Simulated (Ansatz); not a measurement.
Input, command and steps of an Ansatz relaxation.

```yaml
crystal:
  lattice:
    - [1.8658754016, 1.0772636654, 8.6492789622]
    - [-1.8658754016, 1.0772636654, 8.6492789622]
    - [0.0, -2.1545273307, 8.6492789622]
  atoms:
    - { symbol: Tl, position: [0.4, 0.4, 0.4] }
    - { symbol: Tl, position: [0.6, 0.6, 0.6] }
    - { symbol: Si, position: [0.0, 0.0, 0.0] }
    - { symbol: Si, position: [0.2095, 0.2095, 0.2095] }
    - { symbol: Si, position: [0.7905, 0.7905, 0.7905] }
basis:
  ecutwfc: 420
kpoints:
  mp_grid: { grid: [6, 6, 6] }
hamiltonian:
  xc: pbe
scf:
  occupations: { method: gaussian, width: 0.1 }
  lower_state_search: "off"
output:
  forces: true
  stress: true
  eigenvalues: true
relax:
  adjacent_minimum: "off"
  f_tol: 0.04
  max_steps: 70
  cell: { stress_tol: 0.4 }
```

```bash
ansatz run input.yaml --threads 1 --pin off --max-ram 2560MiB --backend cpu --events-out ev --progress --plain --runs-dir out
```

All numbers below come from DFT PBE, scalar-relativistic, plane waves, PAW (Ansatz 0.2.0).

Of 8 frames 8 are shown, positions in Å and forces in eV/Å; the SCF threshold varies from step to step. Steps run on the plane waves of an earlier cell, with a Pulay correction in the pressure. The basis is chosen afresh for the last frame, the zero of the energies, and at times for earlier ones too; energy and pressure step there, also at an unchanged geometry.

```xyz
5
Lattice="1.8659 1.0773 8.6493 -1.8659 1.0773 8.6493 0.0000 -2.1545 8.6493" Properties=species:S:1:pos:R:3:forces:R:3 pbc="T T T" step=1 free_energy_over_end_meV_per_atom=486.84 pressure_GPa=8.45
Tl    0.0000    0.0000   10.3791    0.0000    0.0000   -0.5928
Tl    0.0000    0.0000   15.5687    0.0000    0.0000    0.5928
Si    0.0000    0.0000    0.0000    0.0000    0.0000    0.0000
Si    0.0000    0.0000    5.4361    0.0000    0.0000   -2.6475
Si    0.0000    0.0000   20.5118    0.0000    0.0000    2.6475
5
Lattice="1.9010 1.0976 8.6796 -1.9010 1.0976 8.6796 0.0000 -2.1951 8.6796" Properties=species:S:1:pos:R:3:forces:R:3 pbc="T T T" step=2 free_energy_over_end_meV_per_atom=274.30 pressure_GPa=2.14
Tl    0.0000    0.0000   10.4343    0.0000    0.0000   -0.2739
Tl    0.0000    0.0000   15.6046    0.0000    0.0000    0.2739
Si    0.0000    0.0000    0.0000    0.0000    0.0000    0.0000
Si    0.0000    0.0000    5.2598    0.0000    0.0000   -2.0781
Si    0.0000    0.0000   20.7791    0.0000    0.0000    2.0781
5
Lattice="1.8995 1.0967 8.6719 -1.8995 1.0967 8.6719 0.0000 -2.1933 8.6719" Properties=species:S:1:pos:R:3:forces:R:3 pbc="T T T" step=3 free_energy_over_end_meV_per_atom=130.87 pressure_GPa=1.36
Tl    0.0000    0.0000   10.4417    0.0000    0.0000    0.0997
Tl    0.0000    0.0000   15.5740    0.0000    0.0000   -0.0997
Si    0.0000    0.0000    0.0000    0.0000    0.0000    0.0000
Si    0.0000    0.0000    5.0582    0.0000    0.0000   -1.6358
Si    0.0000    0.0000   20.9574    0.0000    0.0000    1.6358
5
Lattice="1.9010 1.0976 8.6738 -1.9010 1.0976 8.6738 0.0000 -2.1951 8.6738" Properties=species:S:1:pos:R:3:forces:R:3 pbc="T T T" step=4 free_energy_over_end_meV_per_atom=38.34 pressure_GPa=2.44
Tl    0.0000    0.0000   10.4897    0.0000    0.0000    0.0081
Tl    0.0000    0.0000   15.5318    0.0000    0.0000   -0.0081
Si    0.0000    0.0000    0.0000    0.0000    0.0000    0.0000
Si    0.0000    0.0000    4.8615    0.0000    0.0000   -0.6452
Si    0.0000    0.0000   21.1600    0.0000    0.0000    0.6452
5
Lattice="1.9060 1.1005 8.9559 -1.9060 1.1005 8.9559 0.0000 -2.2009 8.9559" Properties=species:S:1:pos:R:3:forces:R:3 pbc="T T T" step=5 free_energy_over_end_meV_per_atom=14.75 pressure_GPa=2.51
Tl    0.0000    0.0000   10.8533    0.0000    0.0000   -0.0500
Tl    0.0000    0.0000   16.0146    0.0000    0.0000    0.0500
Si    0.0000    0.0000    0.0000    0.0000    0.0000    0.0000
Si    0.0000    0.0000    4.8611    0.0000    0.0000    0.3721
Si    0.0000    0.0000   22.0068    0.0000    0.0000   -0.3721
5
Lattice="1.8985 1.0961 9.3884 -1.8985 1.0961 9.3884 0.0000 -2.1922 9.3884" Properties=species:S:1:pos:R:3:forces:R:3 pbc="T T T" step=6 free_energy_over_end_meV_per_atom=1.39 pressure_GPa=0.43
Tl    0.0000    0.0000   11.3782    0.0000    0.0000    0.0436
Tl    0.0000    0.0000   16.7871    0.0000    0.0000   -0.0436
Si    0.0000    0.0000    0.0000    0.0000    0.0000    0.0000
Si    0.0000    0.0000    5.1209    0.0000    0.0000    0.0261
Si    0.0000    0.0000   23.0443    0.0000    0.0000   -0.0261
5
Lattice="1.8966 1.0950 9.5256 -1.8966 1.0950 9.5256 0.0000 -2.1900 9.5256" Properties=species:S:1:pos:R:3:forces:R:3 pbc="T T T" step=7 free_energy_over_end_meV_per_atom=1.03 pressure_GPa=-0.08
Tl    0.0000    0.0000   11.5652    0.0000    0.0000   -0.0184
Tl    0.0000    0.0000   17.0117    0.0000    0.0000    0.0184
Si    0.0000    0.0000    0.0000    0.0000    0.0000    0.0000
Si    0.0000    0.0000    5.1927    0.0000    0.0000   -0.0035
Si    0.0000    0.0000   23.3843    0.0000    0.0000    0.0035
5
Lattice="1.8966 1.0950 9.5256 -1.8966 1.0950 9.5256 0.0000 -2.1900 9.5256" Properties=species:S:1:pos:R:3:forces:R:3 pbc="T T T" step=8 free_energy_over_end_meV_per_atom=0.00 pressure_GPa=-0.05
Tl    0.0000    0.0000   11.5652    0.0000    0.0000   -0.0177
Tl    0.0000    0.0000   17.0117    0.0000    0.0000    0.0177
Si    0.0000    0.0000    0.0000    0.0000    0.0000    0.0000
Si    0.0000    0.0000    5.1927    0.0000    0.0000   -0.0042
Si    0.0000    0.0000   23.3843    0.0000    0.0000    0.0042
```

The start puts this composition into another compound's structure type, which needn't suit it. At the end the space group is R-3m (tolerance 0.05 Å).

The run took 41 s on 1 thread of Arm Neoverse V1, on a shared host, peak memory 0.39 GiB.

The k mesh is coarse. Spin–orbit coupling is left out, which can shift energies with elements as heavy as these.